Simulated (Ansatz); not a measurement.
Data:

ZrN:
```
ZrN
1.0
    0.00000     2.29730     2.29730
    2.29730     0.00000     2.29730
    2.29730     2.29730     0.00000
Zr N
1 1
Cartesian
  2.29730   2.29730   2.29730
  0.00000   0.00000   0.00000
```

This is the PBE-relaxed structure.

**Question.** All from DFT-PBE in the program Ansatz with PAW potentials, unless another level is named. Give the electronic character.

**Answer.** metallic (no gap).

**Question.** What about the density of states at the Fermi level?

**Answer.** 0.34 states/eV per atom (mean over ±0.08 eV).

**Question.** Next, the formation energy from the elements (no fitted shifts)?

**Answer.** -1.72 eV/atom.

**Question.** Next, the gap with spin–orbit coupling?

**Answer.** none (metallic).

Space group Fm-3m (rock salt). The PBE relaxation kept the symmetry of its start; of distortions, only those at the zone centre were tested. The run is not spin-polarised. With an odd number of electrons in the cell and no spin polarisation, the count alone makes it a metal. The references are the lowest solids computed at this level, not always the standard phases (solids in place of the gases). Scalar-relativistic: spin–orbit coupling is off unless named, which matters more the heavier the elements.

Potentials: the later of the program's two PAW sets.
